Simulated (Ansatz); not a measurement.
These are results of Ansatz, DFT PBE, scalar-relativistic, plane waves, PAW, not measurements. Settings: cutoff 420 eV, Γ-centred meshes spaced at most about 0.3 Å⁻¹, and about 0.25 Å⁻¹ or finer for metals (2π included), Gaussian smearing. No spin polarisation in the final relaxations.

These are static total energies at zero pressure.

Compare these two cells of Ge₅As, each relaxed at this level.

A.

```
Ge As
1.0
     8.99007    0.00000    0.00000
    -4.49503    7.78563    0.00000
     0.00000    0.00000    2.52794
Ge As
5 1
Direct
  0.33333 0.66667 0.50000
  0.66667 0.33333 0.50000
  0.50000 0.00000 0.50000
  0.00000 0.50000 0.50000
  0.50000 0.50000 0.50000
  0.00000 0.00000 0.50000
```

B.

```
Ge As
1.0
     0.00000    3.92454    3.92454
     3.92454    0.00000    3.92454
     3.92454    3.92454    0.00000
Ge As
5 1
Cartesian
  2.9429 2.9429 0.9816
  2.9429 0.9816 2.9429
  5.8868 5.8868 5.8868
  0.9816 0.9816 0.9816
  0.9816 2.9429 2.9429
  3.9245 3.9245 3.9245
```

Question: Which form is favoured at zero pressure, and by what margin per atom?

Answer: B is lower, by 194 meV/atom. A has space group P6/mmm (No. 191), 29.5 Å³/atom and no gap on its mesh; B has space group F-43m (No. 216), 20.1 Å³/atom and no gap. Counting Ge atoms around As (those within 1.25 times the shortest such distance or 1.15 times the sum of covalent radii; a plus sign parts nearer from farther groups; the shortest distance is added where it is long for a bond), A has As 6+18 from 4.5 Å and B has As 16 from 3.3 Å. A holds Ge–Ge bonds in all directions (shortest 2.53 Å) and As–As chains (shortest 2.53 Å); in B the shortest Ge–Ge distance is 2.77 Å, near bonding range too and the shortest As–As distance is 5.55 Å. The denser one is the lower, and pressure would at first widen the difference. Even the lower one lies +0.47 eV/atom against the reference forms of the elements (uncorrected), so neither is stable at this level. In A, Ge on a site of symmetry -6m2 is surrounded by 5 Ge at 2.53–2.60 Å; Ge on a site of symmetry mmm is surrounded by 4 Ge at 2.53–2.60 Å; As has 2 As at 2.53 Å. In B, around Ge on a site of symmetry 3m lie 6 Ge at 2.77–2.78 Å, 3 As at 3.25 Å and 3 Ge at 3.25 Å; Ge on a site of symmetry -43m has 12 Ge at 3.25 Å and 4 As at 3.40 Å; As is surrounded by 16 Ge at 3.25–3.40 Å. Both come from invented guesses. A third cell relaxed alike, in R-3m, lies 46 meV/atom below the lower of the two.

A magnetic state wasn't ruled out in cells without spin, among them P6/mmm, F-43m. Cells relaxed within their symmetry can be saddle points.
